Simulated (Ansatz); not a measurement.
## MnSb: frozen-core PAW against all-electron methods

```xyz
4
Lattice="4.1300 0.0000 0.0000 -2.0650 3.5767 0.0000 0.0000 0.0000 5.8000" Properties=species:S:1:pos:R:3 pbc="T T T"
Mn    0.0000    0.0000    0.0000
Mn    0.0000    0.0000    2.9000
Sb    0.0000    2.3845    1.4500
Sb    2.0650    1.1922    4.3500
```

Atoms are numbered in the order listed.

The geometry is COD entry 1539189, unchecked; take it as a test cell.

The magnetic state is the one reached from the start moments; no search over orders was made, so it needn't be the ground state.

Spin–orbit coupling is left out, though it moves levels of the heavy atoms by tenths of an eV or more.

Methods: DFT, PBE, PAW with Ansatz's default frozen-core files, scalar-relativistic (Ansatz 0.2.0); DFT, PBE, all-electron PAW with datasets made for the crystal, scalar-relativistic (Ansatz 0.2.0); DFT, PBE, all-electron LAPW, scalar-relativistic (Ansatz 0.2.0).

For PAW: a Γ-centred 9×9×6 k mesh, Fermi–Dirac smearing of 0.08 eV, cutoff 420 eV, spin-polarised from start moments Mn1 4, Mn2 4 μB. The crystal-made all-electron datasets (AE datasets) take a cutoff of 260 eV at this cell. LAPW targets a basis error of 1 meV/atom. The Ansatz runs share mesh, smearing and spin set-up. Plane-wave (PAW) pressures include the program's estimate of the Pulay term.

Stress and pressure are positive in compression.

```tsv
method	moment of the cell (μB)	site moments (μB)	symmetry operations kept	pressure (GPa)
PAW	6.64	Mn1 3.41, Sb3 -0.13	24	-2.96
AE datasets	6.64	Mn1 3.41, Sb3 -0.12	24	-2.95
LAPW	6.64	Mn1 3.47, Sb3 -0.16	24	-2.95
```

Task: Can the differences be read as the error of the PAW files?

Result: Yes, as far as these numbers show: moments and symmetry agree, so the runs reached one state, and PAW's pressure is off by -0.01 GPa.
